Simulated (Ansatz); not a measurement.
MnSe under pressure

The calculation used DFT LDA, scalar-relativistic, plane waves, PAW in Ansatz 0.2.0. Cutoff 420 eV, 14×14×14 k-points (Γ-centred), Gaussian smearing of 0.20 eV. Collinear spin, site moments 3.6, 0.1 μB. Phonons by linear response, acoustic sum rule imposed.

The cell, relaxed at this level:
```cif
data_structure
_symmetry_space_group_name_H-M 'Fm-3m'
_symmetry_Int_Tables_number 225
_cell_length_a 5.1081
_cell_length_b 5.1081
_cell_length_c 5.1081
_cell_angle_alpha 90.000
_cell_angle_beta 90.000
_cell_angle_gamma 90.000
_cell_volume 133.28
loop_
_atom_site_label
_atom_site_type_symbol
_atom_site_symmetry_multiplicity
_atom_site_Wyckoff_symbol
_atom_site_fract_x
_atom_site_fract_y
_atom_site_fract_z
_atom_site_occupancy
Mn1 Mn 4 a 0.00000 0.00000 0.00000 1
Se1 Se 4 b 0.50000 0.00000 0.00000 1
```

In a metal, frequencies and elastic constants depend on the k mesh and the smearing, soft modes and shear constants most. A semilocal functional can close a gap that the real compound has.

**Question.** The cell is relaxed again at 8 and 25 GPa. How do volume, gap and optical modes at Γ (cm⁻¹, counted from the lowest optical one; a degenerate one stands once) change?

**Answer.**
```
          0 GPa  8 GPa  25 GPa
    V/V0  1.000  0.914   0.804
gap (eV)   0.00   0.00    0.00
  mode 1    204    235     279
```